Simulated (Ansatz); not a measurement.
Zincblende GaAs, relaxed with r2SCAN, was run in Ansatz 0.2.0 under altered settings. All numbers are computed, without spin polarisation but where a row says otherwise.

```yaml
crystal:
  lattice:
    - [0.00000, 2.83309, 2.83309]
    - [2.83309, 0.00000, 2.83309]
    - [2.83309, 2.83309, 0.00000]
  atoms:
    - { symbol: Ga, position: [0.00000, 0.00000, 0.00000] }
    - { symbol: As, position: [0.25000, 0.25000, 0.25000] }
```

The base run's other keys:
```yaml
kpoints:
  mp_grid: { grid: [4, 4, 4] }
hamiltonian:
  xc: hse06
scf:
  occupations: { method: fixed }
  n_extra_bands: 4
```

It takes 15 iterations with 893 plane waves at 420 eV and 8 k points, and leaves a mean stress of +0.92 GPa. The gap over this mesh is 1.417 eV.

Outcomes, with energy and stress as changes against the base:
```tsv
setting	outcome	ΔF (meV/atom)	Δ mean stress (GPa)	gap on the mesh (eV)	iterations
hamiltonian.xc: pbe0	converged	–	-0.2	2.069	14
PBE hybrid, exx coeff 0.75, unscreened	converged	–	-4.0	5.555	19
scf.exx.ecutfock_ratio: 2	converged	0.0	0.0	1.417	15
PBE hybrid, exx coeff -0.2, omega 0.2078 1/Å	refused	–	–	–	–
scf.occupations: methfessel_paxton 0.001	converged	0.0	0.0	1.417	15
scf.max_iter: 2	not converged	–	–	–	2
```
A dash marks a value that wasn't obtained or can't be compared. Stress is positive in compression.

- hamiltonian.xc: pbe0. The mean stress moves by -0.2 GPa and the gap on the mesh by +0.652 eV (to 2.069). It's another functional on the same cell, so totals aren't comparable.
- PBE hybrid, exx coeff 0.75, unscreened. That is 75 % exact exchange, at all ranges, against HSE06's 25 % screened at 0.208 1/Å. The mean stress moves by -4.0 GPa and the gap on the mesh by +4.138 eV (to 5.555). Totals of different functionals aren't comparable.
- PBE hybrid, exx coeff -0.2, omega 0.2078 1/Å. The input is refused before any iteration. Error: invalid value for `hamiltonian.xc.exx.coeff`: must be finite and in (0, 1]; got -0.2
- scf.max_iter: 2. The run did not converge. It stopped after 2 iterations; the base needs 15. Nothing that it printed is a property of the solid. Error: did not converge after 2 iterations: dr2 = 7.93e-5 (threshold 1.00e-7), under the density mixer `msr1`, which `scf.mixing.algorithm: auto` chose by the deck's other keys (type `scf.mixing.algorithm: msr1` to keep it); this SCF is the semilocal warm-up of a hybrid solve, ahead of its exchange loop […]

Within 1 meV an atom, 0.1 GPa and 0.005 eV of the base stay: scf.exx.ecutfock_ratio: 2; scf.occupations: methfessel_paxton 0.001.

Spin-orbit coupling is left out.

The program warns that its thresholds are loose for a hybrid's stress.

The meshes of the hybrids are coarse, so their gaps aren't converged to the digits shown.
